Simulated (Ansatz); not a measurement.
NiGe:
```
NiGe
1.0
    5.28353     0.00000     0.00000
    0.00000     3.46830     0.00000
    0.00000     0.00000     5.72032
Ni Ge
4 4
Direct
  0.99269   0.75000   0.18935
  0.00731   0.25000   0.81065
  0.50731   0.25000   0.68935
  0.49269   0.75000   0.31065
  0.81132   0.75000   0.59022
  0.18868   0.25000   0.40978
  0.68868   0.25000   0.09022
  0.31132   0.75000   0.90978
```

Relaxed with PBEsol. Special points in fractions of this cell's reciprocal vectors: Γ (0.000, 0.000, 0.000); X (0.500, 0.000, 0.000); S (0.500, 0.500, 0.000); Y (0.000, 0.500, 0.000); Z (0.000, 0.000, 0.500); U (0.500, 0.000, 0.500); R (0.500, 0.500, 0.500); T (0.000, 0.500, 0.500).

Question: List the band energies nearest the Fermi level at these points for plane-wave PAW PBEsol (Ansatz code).

Answer: In eV from the Fermi level; about four levels below and three above (degenerate sets whole), none deeper than 8.9 eV; points with the same levels are listed once.

```tsv
k	below	above
Γ	-1.65 -1.16 -1.08 -0.84	0.74 0.84 3.80
X	-1.74 -1.74 -1.62 -1.62	0.84 0.84 1.34 1.34
S	-1.44 -1.44 -1.44 -1.44	0.31 0.31 0.31 0.31
Y	-1.28 -1.28 -0.52 -0.52	2.05 2.05 2.21 2.21
Z	-1.24 -1.24 -0.16 -0.16	0.96 0.96 2.67 2.67
U	-1.81 -1.81 -0.91 -0.91	0.77 0.77 2.53 2.53
R	-1.62 -1.62 -1.62 -1.62	2.55 2.55 2.55 2.55
T	-1.71 -1.71 -1.54 -1.54	0.43 0.43 0.72 0.72
```

Space group Pnma. The PBEsol relaxation kept the symmetry of its start. The workflow began spin-polarised and lost its moments. Spin–orbit coupling is left out wherever it is not named.

Potentials: the later of the program's two PAW sets.
